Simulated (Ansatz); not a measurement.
**SrVO₃: from a starting cell to a relaxed one**

The start is a generated trial cell of SrVO3 in the LiNbO3 structure type. The cell and all atomic positions are relaxed at zero pressure with PBEsol (plane waves to 420 eV, PAW, scalar-relativistic; Ansatz, an electronic-structure program). The first steps use a coarse 5×5×5 k-mesh.

Starting cell:
```
SrVO3
1.0
    2.76289     1.59515     4.86437
   -2.76289     1.59515     4.86437
    0.00000    -3.19031     4.86437
Sr V O
2 2 6
Cartesian
  0.00000   0.00000  10.39758
  0.00000   0.00000   3.10103
  0.00000   0.00000  14.40631
  0.00000   0.00000   7.10976
 -0.61253   1.57808   8.51269
  1.67293  -0.25857   8.51269
 -1.06040  -1.31951   8.51269
  1.08996   1.33658   6.08051
  0.61253  -1.61222   6.08051
 -1.70249   0.27564   6.08051
```
Spin-polarised start, with parallel moments on V.

**Question.** What pressure does the first self-consistent step give?

**Answer.** -10 GPa (negative: the cell is under tension).

**Question.** Which atoms feel the largest initial force, and how large is it?

**Answer.** About 3.1 eV/Å, on O5, O6, O7, O8, O9, O10 (atoms numbered as listed).

**Question.** What symmetry does the relaxed structure have?

**Answer.** The space group goes from R3c (No. 161) to Pm-3m (No. 221); the end is cubic perovskite type, with 5 atoms in the primitive cell.

**Question.** How does the volume change?

**Answer.** -14.1 %, from 12.86 to 11.06 Å³/atom.

**Question.** How do the shortest distances between atoms change?

**Answer.** The closest pairs of elements (up to four, under 3.6 Å), start → end: O–V 2.01 → 1.90 Å; O–Sr 2.22 → 2.69 Å; O–O 2.93 → 2.69 Å; Sr–V 3.29 → 3.30 Å.

**Question.** What magnetic moments remain?

**Answer.** Zero (the starting moments vanished).

**Question.** Write out the relaxed structure.

**Answer.** 
```cif
data_O3SrV
_chemical_formula_sum 'Sr1 V1 O3'
_space_group_name_H-M_alt 'Pm-3m'
_space_group_IT_number 221
_space_group_name_Hall '-P 4 2 3'
_cell_length_a 3.80937
_cell_length_b 3.80937
_cell_length_c 3.80937
_cell_angle_alpha 90.000
_cell_angle_beta 90.000
_cell_angle_gamma 90.000
loop_
_atom_site_label
_atom_site_type_symbol
_atom_site_symmetry_multiplicity
_atom_site_Wyckoff_symbol
_atom_site_fract_x
_atom_site_fract_y
_atom_site_fract_z
_atom_site_occupancy
Sr1 Sr 1 a 0.00000 0.00000 0.00000 1
V1 V 1 b 0.50000 0.50000 0.50000 1
O1 O 3 c 0.00000 0.50000 0.50000 1
```

Final values are on a 12×12×12 k-mesh of the relaxed cell. No spin polarisation in the result: the starting moments vanished. The relaxed primitive cell holds an odd number of electrons. A magnetic state may lie lower. No Hubbard U is applied.

The run could not lose the symmetry of its start; a randomly shaken copy of 10 atoms returns to this structure.
